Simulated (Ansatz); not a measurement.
Al2Pt (fluorite or antifluorite type, space group No. 225) at seven volumes, plane-wave PAW PBE (Ansatz code), scaled uniformly. One row is withheld.

| V (Å³/atom) | P (GPa) |
|---|---|
| 15.942 | 15.06 |
| 16.468 | 9.20 |
| 16.993 | 4.23 |
| 17.519 | 0.01 |
| 18.044 | -3.58 |
| 18.570 | ? |
| 19.095 | -9.18 |

Problem. Fit the shown pressures and predict the withheld one.

Solution. P = (3/2)B₀(x^(7/2) − x^(5/2))[1 + (3/4)(B′ − 4)(x − 1)] with x = (V₀/V)^(2/3). Least squares on the six rows gives V₀ = 17.520 Å³/atom, B₀ = 129 GPa, B′ = 4.46. At V = 18.570, x = 0.9619 and P = -6.60 GPa. The run itself gave -6.61 GPa.

Space group Fm-3m (fluorite or antifluorite type). Symmetry was held in the PBE relaxation; phonons on a q-mesh show no instability. No spin polarisation was allowed. Scalar-relativistic: spin–orbit coupling is off unless named, which matters more the heavier the elements.

Potentials: the later of the program's two PAW sets.
